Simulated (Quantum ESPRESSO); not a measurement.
## Band energies of ZnTe

```xyz
2
Lattice="0.0000 3.0321 3.0321 3.0321 0.0000 3.0321 3.0321 3.0321 0.0000" Properties=species:S:1:pos:R:3 pbc="T T T"
Zn     3.0321     3.0321     3.0321
Te     4.5482     4.5482     4.5482
```

PBEsol (Quantum ESPRESSO, PseudoDojo norm-conserving, 84 Ry, no spin-orbit coupling); path ΓXWKΓLUWLK,UX; energies in eV from the valence-band maximum.

```csv
k (1/Å),point,band 14,band 15,band 16,band 17,band 18,band 19,band 20,band 21
0.00,Γ,-6.71,-6.71,0.00,0.00,0.00,1.24,4.36,4.36
0.35,,-6.72,-6.70,-1.96,-0.77,-0.77,2.87,3.57,5.57
0.69,,-6.69,-6.69,-4.03,-1.83,-1.83,2.26,3.08,7.93
1.04,X,-6.68,-6.49,-5.11,-2.25,-2.25,2.19,2.24,9.85
1.17,,-6.69,-6.48,-5.09,-2.36,-2.33,2.43,2.48,9.18
1.55,W,-6.73,-6.41,-4.97,-2.93,-2.71,4.57,4.77,5.75
1.92,K,-6.70,-6.44,-4.99,-3.19,-1.87,2.57,4.70,7.72
2.02,,-6.71,-6.47,-4.92,-3.27,-1.66,2.76,5.54,7.28
2.32,,-6.72,-6.67,-4.20,-2.57,-0.89,3.20,5.41,5.75
2.72,,-6.71,-6.71,-1.87,-0.71,-0.14,2.47,4.32,4.61
3.02,Γ,-6.71,-6.71,0.00,0.00,0.00,1.24,4.36,4.36
3.42,,-6.71,-6.71,-2.80,-0.45,-0.45,2.14,4.96,4.96
3.72,,-6.70,-6.70,-4.76,-0.84,-0.84,1.82,5.06,5.06
3.92,L,-6.70,-6.56,-5.31,-0.93,-0.93,1.73,5.01,5.01
4.13,,-6.70,-6.54,-5.21,-1.76,-1.13,2.54,4.69,5.49
4.45,,-6.70,-6.46,-4.96,-3.17,-1.72,2.70,5.24,7.09
4.55,U,-6.70,-6.44,-4.99,-3.19,-1.87,2.57,4.70,7.72
4.92,W,-6.73,-6.41,-4.97,-2.93,-2.71,4.57,4.77,5.75
5.19,,-6.71,-6.48,-4.97,-2.90,-1.87,3.72,4.55,6.22
5.56,,-6.70,-6.55,-5.29,-1.13,-0.97,1.94,4.90,5.11
5.65,L,-6.70,-6.56,-5.31,-0.93,-0.93,1.73,5.01,5.01
5.81,,-6.70,-6.55,-5.25,-1.46,-1.04,2.27,4.76,5.29
6.13,,-6.70,-6.48,-4.97,-3.06,-1.63,2.78,5.37,6.87
6.28,K,-6.70,-6.44,-4.99,-3.19,-1.87,2.57,4.70,7.72
6.28,U,-6.70,-6.44,-4.99,-3.19,-1.87,2.57,4.70,7.72
6.65,X,-6.68,-6.49,-5.11,-2.25,-2.25,2.19,2.24,9.85
```

The PBEsol gap is direct, 1.24 eV at Γ.

Spin-orbit coupling is left out, which matters for elements this heavy: edges can move by tenths of an eV.

Geometry relaxed with PBEsol.
